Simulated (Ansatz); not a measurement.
CuCl:
```xyz
2
Lattice="0.0000 2.7241 2.7241 2.7241 0.0000 2.7241 2.7241 2.7241 0.0000" Properties=species:S:1:pos:R:3 pbc="T T T"
Cu     0.0000     0.0000     0.0000
Cl     4.0861     4.0861     4.0861
```

Relaxed with HSE06.

**Question.** Give the Bader charges and basin volumes of the independent atoms, the program Ansatz at the HSE06 level (PAW).

**Answer.** 

| atom | Bader charge (e) | Bader volume (Å³) |
|---|---|---|
| Cu1 | +0.63 | 15.0 |
| Cl2 | -0.63 | 25.4 |

Space group F-43m (zinc blende). The HSE06 relaxation kept the symmetry of its start. The run is not spin-polarised.

Potentials: the later of the program's two PAW sets.
